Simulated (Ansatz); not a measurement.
CdSe:
```xyz
4
Lattice="4.3832 0.0000 0.0000 -2.1916 3.7960 0.0000 0.0000 0.0000 7.1541" Properties=species:S:1:pos:R:3 pbc="T T T"
Cd     2.1916     1.2653     3.5774
Cd     0.0000     2.5307     0.0004
Se     2.1916     1.2653     6.2656
Se     0.0000     2.5307     2.6886
```

Relaxed with PBE. Special points in fractions of this cell's reciprocal vectors: Γ (0.000, 0.000, 0.000); M (0.500, 0.000, 0.000); K (0.333, 0.333, 0.000); A (0.000, 0.000, 0.500); L (0.500, 0.000, 0.500); H (0.333, 0.333, 0.500).

List the band energies nearest the valence-band maximum at these points for the program Ansatz at the PBE level (PAW).

In eV from the valence-band maximum; about four levels below and three above (degenerate sets whole), none deeper than 8.9 eV; points with the same levels are listed once.

| k | below | above |
|---|---|---|
| Γ | -0.69 -0.69 -0.04 0.00 0.00 | 0.54 2.15 5.86 5.86 |
| M | -2.42 -1.67 -1.19 -0.68 | 3.09 3.33 4.79 |
| K | -2.76 -1.70 -1.70 -1.52 | 4.35 4.54 4.54 |
| A | -0.36 -0.36 -0.36 -0.36 | 2.26 2.26 5.76 5.76 |
| L | -1.23 -1.23 -1.21 -1.21 | 2.90 2.90 4.84 4.84 |
| H | -2.20 -2.20 -1.01 -1.01 | 3.66 3.66 5.81 5.81 |

Space group P6_3mc (wurtzite). The PBE relaxation kept the symmetry of its start. Spin–orbit coupling is left out wherever it is not named.

Potentials: the earlier of the program's two PAW sets.
